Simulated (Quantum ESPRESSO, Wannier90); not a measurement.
**Wannierisation of SrTiO₃ (cubic perovskite)**

Materials Project entry mp-5229; symmetrised, unrelaxed at this level. COD (Crystallography Open Database) records the formula in this space group. Ideal cubic forms of this type are often high-temperature phases that distort on cooling; symmetry holds the cell here, and its stability was not tested. Computed values, not measurements, from PBEsol: Quantum ESPRESSO (norm-conserving PseudoDojo potentials, cutoff 68 Ry, spinors with spin-orbit coupling) on a Γ-centred 6×6×6 mesh, then Wannier90. Density: 8×8×8 mesh, cold smearing 0.01 Ry.

```
begin unit_cell_cart
ang
    3.9127000000    0.0000000000    0.0000000000
    0.0000000000    3.9127000000    0.0000000000
    0.0000000000    0.0000000000    3.9127000000
end unit_cell_cart
mp_grid = 6 6 6
```

Problem. Which shells of neighbouring k-points and which b-vectors and weights does Wannier90 pick for this cell and mesh?

Solution. 
```
 *---------------------------------- K-MESH ----------------------------------*
 +----------------------------------------------------------------------------+
 |                    Distance to Nearest-Neighbour Shells                    |
 |                    ------------------------------------                    |
 |          Shell             Distance (Ang^-1)          Multiplicity         |
 |          -----             -----------------          ------------         |
 |             1                   0.267641                      6            |
 |             2                   0.378501                     12            |
 |             3                   0.463567                      8            |
 |             4                   0.535281                      6            |
 |             5                   0.598463                     24            |
 |             6                   0.655583                     24            |
 |             7                   0.757002                     12            |
 |             8                   0.802922                     30            |
       ... (lines left out)
 +----------------------------------------------------------------------------+
 | The b-vectors are chosen automatically                                     |
 | The following shells are used:                       1                     |
 +----------------------------------------------------------------------------+
 |                        Shell   # Nearest-Neighbours                        |
 |                        -----   --------------------                        |
 |                          1               6                                 |
 +----------------------------------------------------------------------------+
 | Completeness relation is fully satisfied [Eq. (B1), PRB 56, 12847 (1997)]  |
 +----------------------------------------------------------------------------+
 |                  b_k Vectors (Ang^-1) and Weights (Ang^2)                  |
 |                  ----------------------------------------                  |
 |            No.         b_k(x)      b_k(y)      b_k(z)        w_b           |
 |            ---        --------------------------------     --------        |
 |             1         0.000000    0.000000    0.267641     6.980168        |
 |             2         0.000000    0.267641    0.000000     6.980168        |
 |             3         0.267641    0.000000    0.000000     6.980168        |
 |             4         0.000000    0.000000   -0.267641     6.980168        |
 |             5         0.000000   -0.267641    0.000000     6.980168        |
 |             6        -0.267641    0.000000    0.000000     6.980168        |
```
